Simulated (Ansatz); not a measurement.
## CaHCl, a known structure type with other elements, at an estimated volume

```
Ca H Cl
1.0
     3.81492    0.00000    0.00000
     0.00000    3.81492    0.00000
     0.00000    0.00000    7.82267
Ca H Cl
2 2 2
Direct
  0.00000 0.50000 0.14000
  0.50000 0.00000 0.86000
  0.00000 0.00000 0.00000
  0.50000 0.50000 0.00000
  0.00000 0.50000 0.67000
  0.50000 0.00000 0.33000
```

Method: r2SCAN, no spin polarisation; PAW, plane waves to 500 eV, 7×7×4 Γ-centred mesh, cold occupations (width 0.1874 eV) (Ansatz 0.2.0), atoms fixed.

Question: Which element gives electrons and which takes them?

Answer: Bader charges in e: Ca +1.55, H -0.73, Cl -0.82. In the mean Ca gives up most and Cl takes most.

Question: What do density and ELF say about some of the short contacts?

Answer: Ca–H at 2.20 Å: least valence density 0.21 e/Å³ and ELF 0.14 there, a closed-shell (ionic or weak) contact. Cl–Ca at 3.08 Å: least valence density 0.09 e/Å³ and ELF 0.04 there, a closed-shell (ionic or weak) contact. Cl–H at 3.21 Å: least valence density 0.07 e/Å³ and ELF 0.07 there, a closed-shell (ionic or weak) contact. Both are smooth PAW fields, read partly inside the augmentation spheres.

Question: What is the formation energy?

Answer: -1.64 eV an atom against the elements' usual phases (free molecules for gases, crystals otherwise, with no correction for O₂ or N₂), so it is bound against them; other compounds may still compete. Relaxing would lower it.

Question: Metal or insulator? Give the gap.

Answer: The gap is 4.69 eV, indirect (the least direct gap found is 4.94 eV). A semilocal functional usually gives too small a gap.

Question: Is the cell too large or too small?

Answer: The pressure is -1.4 GPa (compression positive), so with the atoms held at these fractions the cell would first shrink; the forces are large, so a full relaxation may end otherwise.

Question: Where is the largest force?

Answer: The largest is on Ca2 (and as large on other atoms): 1.96 eV/Å, components (0.00, 0.00, -1.96). It makes 120° with the line to a nearest neighbour, H3 at 2.20 Å.

Origin: a known structure type with other elements, at an estimated volume, so it need not be a known compound. Caveats: atoms or cell far from equilibrium; wide smearing.
